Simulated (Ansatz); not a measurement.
Values for one crystal, relaxed and computed with the program Ansatz at the PBEsol level (PAW); other levels are named.

| Quantity | Result |
|---|---|
| Volume per atom | 17.01 Å³ |
| Electronic character | metallic (no gap) |
| Poisson's ratio | 0.21 |
| Bulk modulus (Birch–Murnaghan fit) | 131 GPa |
| Elastic constants (relaxed ions, GPa) | C11 = 270, C12 = 67.7, C13 = 67.9, C33 = 234, C44 = 92.1 |
| Pressure derivative B′ | 4.2 |
| Mechanical stability | stable (all eigenvalues of C positive) |

### Question
Which compound is it?
A) BC5, P3m1 (Pearson symbol hP6)
B) Ti2AlN, P6_3/mmc (Ti on 4f, Al on 2d, N on 2a)
C) Ti3GeC2, P6_3/mmc (Ti on 4f, Ti on 2a, Ge on 2b, C on 4f)
D) Zr2AlC, P6_3/mmc (Zr on 4f, Al on 2d, C on 2a)

### Answer
D, Zr2AlC, P6_3/mmc (Zr on 4f, Al on 2d, C on 2a)

The workflow started from a Materials Project entry (that database holds measured and hypothetical structures alike); the Crystallography Open Database copy checked does not list it. Whether it is the stable phase at ambient conditions was not checked. The cell was relaxed with PBEsol under the symmetry of its start; its stability against distortions is not shown here. The run is not spin-polarised. As this level gives no gap, shear constants depend on the k-mesh and smearing (Fermi–Dirac, 0.1 eV here). Spin–orbit coupling is left out wherever it is not named.

Potentials: the later of the program's two PAW sets.
